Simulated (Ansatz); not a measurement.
Starting cell, Ir (fcc, Cu type):

```
Ir
1.0
    3.87085     0.00000     0.00000
    0.00000     3.87085     0.00000
    0.00000     0.00000     3.87085
Ir
4
Direct
  0.00000   0.00000   0.00000
  0.50000   0.50000   0.00000
  0.50000   0.00000   0.50000
  0.00000   0.50000   0.50000
```

Scan: atom 3 (Ir, nearest neighbour Ir at 2.737 Å; its periodic images, 3.9 Å or more away, move with it) is displaced along Cartesian x, direction (1.000, 0.000, 0.000) in Cartesian axes, by s. The other atoms stay.

Computed with PBE (plane waves to 420 eV, PAW, scalar-relativistic; Ansatz, a first-principles code). k mesh 10×10×10 (Γ-centred), Fermi-Dirac smearing 0.05 eV. E stands for the smeared free energy. With partly filled bands, energies and forces of such displacements shift with the k mesh and the smearing. Ir is run without spin polarisation. Ir was relaxed with its symmetry unable to fall. Spin-orbit coupling is left out, though Ir is heavy. The zero of ΔE is the undisplaced structure.

Successive frames, forces in eV/Å:

| frame | ΔE (meV/cell) | F on Ir1 | F on Ir2 | F on Ir3 | F on Ir4 |
|---|---|---|---|---|---|
| s = 0.550 Å | 2330 | (4.495, 0.000, 0.000) | (0.654, 0.000, 0.000) | (-9.644, 0.000, 0.000) | (4.495, 0.000, 0.000) |
| s = 0.440 Å | 1408 | (3.291, 0.000, 0.000) | (0.529, 0.000, 0.000) | (-7.111, 0.000, 0.000) | (3.291, 0.000, 0.000) |
| s = 0.330 Å | 754 | (2.250, 0.000, 0.000) | (0.389, 0.000, 0.000) | (-4.888, 0.000, 0.000) | (2.250, 0.000, 0.000) |
| s = 0.220 Å | 323 | (1.382, 0.000, 0.000) | (0.241, 0.000, 0.000) | (-3.005, 0.000, 0.000) | (1.382, 0.000, 0.000) |

What are the energy and the forces in the next frame, s = 0.110 Å?

ΔE (meV/cell) = 79.

```tsv
atom	Fx	Fy	Fz
Ir1	0.683	0.000	0.000
Ir2	0.088	0.000	0.000
Ir3	-1.454	0.000	0.000
Ir4	0.683	0.000	0.000
```

(For displaced atoms, the force is minus the slope of the energy, and its curvature is a force constant, which sets phonon frequencies.)
